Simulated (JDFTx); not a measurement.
Input for JDFTx (a modified build) (diarsenic, As2 (SMILES [As]#[As]), charge 0, multiplicity 1; bohr and hartree).

```
lattice \
  18.4248297151 0.0000000000 0.0000000000 \
  0.0000000000 14.6453774658 0.0000000000 \
  0.0000000000 0.0000000000 14.6453774658
coords-type Cartesian
ion As 1.9775983894 -0.0379834951 0.0198421243 0
ion As -1.9775983894 0.0379834951 -0.0198421243 0
ion-species pseudo/as_pbe_v1.upf
elec-cutoff 20 100
elec-ex-corr gga-PBE
symmetries none
coulomb-interaction Isolated
coulomb-truncation-embed 0 0 0
elec-n-bands 8
converge-empty-states yes
electronic-scf nIterations 100 energyDiffThreshold 1e-8
dump-name s0.$VAR
dump End State Ecomponents EigStats BandEigs Forces ElecDensity IonicPositions
```

The main set-up lines of the log and the final energy components:

```
unit cell volume = 3951.89
Chosen fftbox size, S = [  84  70  70  ]
unit cell volume = 3951.89
Chosen fftbox size, S = [  80  60  60  ]
  'As' pseudopotential, 'SLA  PW   PBE  PBE' functional
  5 valence electrons, 2 orbitals, 6 projectors, 875 radial grid points, with lMax = 2
Initialized 1 species with 2 total atoms.
Folded 1 k-points by 1x1x1 to 1 k-points.
nElectrons:  10.000000   nBands: 8   nStates: 1
average nbasis = 16885.000 , ideal nbasis = 16882.766
unit cell volume = 31615.1
Chosen fftbox size, S = [  168  140  140  ]
[...]
# Energy components:
   Eewald =        6.3193145084806011
       EH =       16.2005051293220923
     Eloc =      -28.5412656350784388
      Enl =       -6.9364687713115689
      Exc =      -31.4170296612690017
 Exc_core =       27.4212565601470750
       KE =        4.1676917653657899
-------------------------------------
     Etot =      -12.7859961043434485


	eMin: -0.621252 at state 0 ( [ +0.000000 +0.000000 +0.000000 ] spin 0 )
	HOMO: -0.238998 at state 0 ( [ +0.000000 +0.000000 +0.000000 ] spin 0 )
	LUMO: -0.122652 at state 0 ( [ +0.000000 +0.000000 +0.000000 ] spin 0 )
	HOMO-LUMO gap: +0.116346
```

The run took 22 electronic cycles; the highest occupied level lies at -6.50 eV from the vacuum level.
